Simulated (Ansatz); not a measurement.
An elastic tensor (GPa, Voigt order, standard axes) from PBEsol in the plane-wave PAW code Ansatz:

```
 293  89.8  89.8   0.0   0.0   0.0
89.8   293  89.8   0.0   0.0   0.0
89.8  89.8   293   0.0   0.0   0.0
 0.0   0.0   0.0   145   0.0   0.0
 0.0   0.0   0.0   0.0   145   0.0
 0.0   0.0   0.0   0.0   0.0   145
```

Q: Pick the material that matches.
A. MgO, rock salt
B. Ti, fcc (Cu type)
C. NaCl, rock salt
D. LaTiO3, cubic perovskite

A: A, MgO, rock salt

Space group Fm-3m (rock salt). The cell was relaxed with PBEsol under the symmetry of its start; phonons on a q-mesh show no instability. The volume moved by -33 % from the start of the relaxation.

Potentials: the later of the program's two PAW sets.
